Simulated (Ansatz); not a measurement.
Te2Mo in space group P2_1/m (No. 11; Pearson symbol mP12), DFT-r²SCAN+D4 in the program Ansatz with PAW potentials, all energies at zero smearing, with the estimated change up to a 700 eV cutoff added, with one set of potentials and settings (totals compare only within such a set). Cell of 12 atoms (8 Te, 4 Mo): -75835.345 eV.

| element | reference phase | E (eV/atom) |
|---|---|---|
| Te | P3_121, 3 atoms in the cell | -6995.0583 |
| Mo | Im-3m, 1 atoms in the cell | -4967.8247 |

Formation energy per atom, worked out: (-75835.345 − 8×(-6995.0583) − 4×(-4967.8247))/12 = -0.298 eV/atom (-29 kJ per mol of atoms), at 0 K, without zero-point energy or fitted corrections.

The workflow started from an entry of the Crystallography Open Database (COD), which files this formula under 2 space groups. It is not the phase usual at ambient conditions (space group No. 194). Symmetry was held in the r²SCAN+D4 relaxation; its stability against distortions is not shown here. The run is not spin-polarised. The references are the lowest solids computed at this level, not always the standard phases. Spin–orbit coupling is left out wherever it is not named.

Potentials: the earlier of the program's two PAW sets.
